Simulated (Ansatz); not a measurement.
Here is an unrelaxed guess for GaSb4.

```
Ga Sb
1.0
    -3.28592    3.28592    3.28592
     3.28592   -3.28592    3.28592
     3.28592    3.28592   -3.28592
Ga Sb
1 4
Direct
  0.00000 0.00000 0.00000
  0.00000 0.00000 0.50000
  0.00000 0.50000 0.00000
  0.50000 0.00000 0.00000
  0.50000 0.50000 0.50000
```

Level of theory: DFT PBE, scalar-relativistic, plane waves, PAW in Ansatz 0.2.0. Plane waves to 420 eV, a k mesh through Γ of 4×4×4 on the computed 5-atom cell and Gaussian smearing (0.10 eV); no spin polarisation.

The zero of energy is the elements' standard structures at the same level; no fitted shifts are applied.

Question: How far from equilibrium is it?

Answer: The pressure is 2.8 GPa (it wants to expand), the largest force is 0.00 eV/Å (symmetry fixes the atoms), and the energy is +0.24 eV/atom against the elements. The shortest distance is 2.85 Å.

Question: How much does it gain on relaxing, and where does it end?

Answer: Relaxing gains under 0.1 eV/atom (the start's value is from the coarse mesh, so the gain is rough) in 5 ionic steps and ends at +0.23 eV/atom on the finer mesh. The symmetry stays Im-3m (No. 229). The volume per atom grows by 4.9 %, from 28.4 to 29.8 Å³. The shortest distance goes from 2.85 Å (Ga–Sb) to 2.89 Å (Ga–Sb). Conventional cell: a = 6.677 Å. Around Ga lie 8 Sb at 2.89 Å; Sb has 2 Ga at 2.89 Å and 6 Sb at 3.34 Å.

The last run used an 8×8×8 mesh for its 5-atom cell and Gaussian smearing of 0.10 eV. Spin–orbit coupling, which can matter for Sb, is left out. The relaxation can't lower the symmetry of the start. Symmetry constrained the relaxation, so the result can be a saddle point. Another cell of GaSb4 relaxed alike, in P4/mmm, lies 111 meV/atom lower, so this cell isn't the stable form at this level.
